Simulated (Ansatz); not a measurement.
Zone-centre phonons of BiN at 10.0 GPa: input and output

All numbers below come from DFT PBEsol, scalar-relativistic, plane waves, PAW in Ansatz.

Launched with:
```bash
ansatz run input.yaml --threads 1 --pin off --max-ram 1228MiB --backend cpu --events-out ev --progress --plain --runs-dir out
```

Input (bare energies are in eV):
```yaml
crystal:
  lattice:
    - [3.0701, 0.0, 0.0]
    - [0.0, 3.0701, 0.0]
    - [0.0, 0.0, 3.0701]
  atoms:
    - { symbol: Bi, position: [0.0, 0.0, 0.0] }
    - { symbol: "N", position: [0.5, 0.5, 0.5] }
basis:
  ecutwfc: 420
kpoints:
  mp_grid: { grid: [14, 14, 14] }
hamiltonian:
  xc: pbesol
scf:
  occupations: { method: fermi_dirac, width: 0.15 }
output:
  eigenvalues: true
phonons:
  method: dfpt
  eigenvectors: true
```

The end of the output:
```
--- Phonons (Γ-DFPT): 2 representative perturbations + reference, on 288 of 2744 k-points (Σ response iterations 6) ---
  k mesh reduced under 8 symmetry operations, with k and −k counted as one. Each operation leaves every solved perturbation unchanged. A smaller set is not used because it would not reduce the number of displacements ...
  ASR residual: 5.431e-4 → 0.000e0 eV/Å²; symmetrization residual: 2.572e-6 eV/Å²
  ASR residual per site (eV/Å²): 1.78e-4 5.43e-4
  Γ frequencies (cm⁻¹): -225.63 -225.63 -225.63 0.00 0.00 0.00
  non-analytic LO–TO correction: not included (Born effective charges unavailable; polar crystals: no LO–TO splitting at Γ)
```

Its imaginary modes show that this cell, the ideal cubic caesium chloride prototype, isn't a minimum of the energy. In a metal, frequencies and elastic constants depend on the k mesh and the smearing, soft modes and shear constants most. Spin–orbit coupling is left out, which can shift energies with elements as heavy as these.

Negative frequencies stand for imaginary ones: the cell is unstable against these modes.